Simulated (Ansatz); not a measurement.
Trial structure of BO, not yet relaxed:

```
CELL_PARAMETERS angstrom
0.00000 3.41442 2.11596
1.22267 0.00000 2.11596
1.22267 3.41442 0.00000
ATOMIC_POSITIONS crystal
B 0.00005 0.00005 0.99995
O 0.66665 0.66665 0.33335
```

These are results of DFT PBE, scalar-relativistic, plane waves, PAW in Ansatz 0.2.0, not measurements. Cutoff 420 eV; k points 8×8×8 on the computed 2-atom cell (Γ-centred); Gaussian smearing, width 0.10 eV; no spin polarisation.

Formation energies are uncorrected and refer to the elements' standard structures at the same level (O₂ as a molecule).

Task: Estimate its pressure, forces and energy as it stands.

Result: The pressure is 20.6 GPa (the mean over three directions, positive in compression), the largest force is 0.20 eV/Å, and the energy is −0.30 eV/atom against the elements. The shortest distance is 1.41 Å.

Task: How much does it gain on relaxing, and where does it end?

Result: Relaxing gains under 0.1 eV/atom (the start's value is from the coarse mesh, so the gain is rough) in 16 ionic steps and ends at −0.36 eV/atom on the finer mesh. The symmetry stays Fmm2 (No. 42). The volume per atom stays near 8.9 Å³. The shortest distance goes from 1.41 Å (B–O) to 1.46 Å (B–O). Conventional cell: a = 2.521 Å, b = 6.363 Å, c = 4.424 Å. B has 3 O at 1.46–1.47 Å; O has 3 B at 1.46–1.47 Å.

The last run used a 26×26×26 mesh for its 2-atom cell and Gaussian smearing of 0.10 eV. No dispersion correction is applied, so the spacing and binding between layers, chains or molecules are poorly described. An odd number of electrons in the primitive cell allows no gap without spin; a larger cell or a magnetic state could open one. The relaxation can't lower the symmetry of the start. A structure relaxed within its symmetry needn't be a true minimum.
